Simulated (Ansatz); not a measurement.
A geometry of Sn away from equilibrium: the start of the relaxation of a generated cell, Sn placed in the A7 structure type. All values below come from PBE (plane waves to 420 eV, PAW, scalar-relativistic; Ansatz, a quantum-chemistry and plane-wave program). Γ-centred k-mesh 10×10×10 on the run's cell (coarser than for final values), Fermi–Dirac smearing 0.05 eV.

```xyz
2
Lattice="1.9720 1.1385 3.6568 -1.9720 1.1385 3.6568 0.0000 -2.2771 3.6568" Properties=species:S:1:pos:R:3:forces:R:3 pbc="T T T" free_energy=-12047.370 pressure_GPa=19.9
Sn     0.0000     0.0000     2.4962    0.0000    0.0000    2.8784
Sn     0.0000     0.0000     8.4742    0.0000    0.0000   -2.8784
```

Positions in Å, forces in eV/Å, free energy of the cell in eV (comparable only within this code, potentials and settings). Largest force: 2.88 eV/Å, on Sn1, Sn2 (atoms numbered as listed); the geometry lies 0.53 eV/atom above the end of its relaxation.

No spin polarisation in the result.

The run could not lose the symmetry of its start: the end is stationary, and may be a saddle point rather than a minimum.

The end of the path is a generated cell of Sn: the first start was made by placing the elements on the sites of a structure type, and the end was not matched to a known phase here, so it may be hypothetical. Known forms of Sn include space group No. 141, 227.
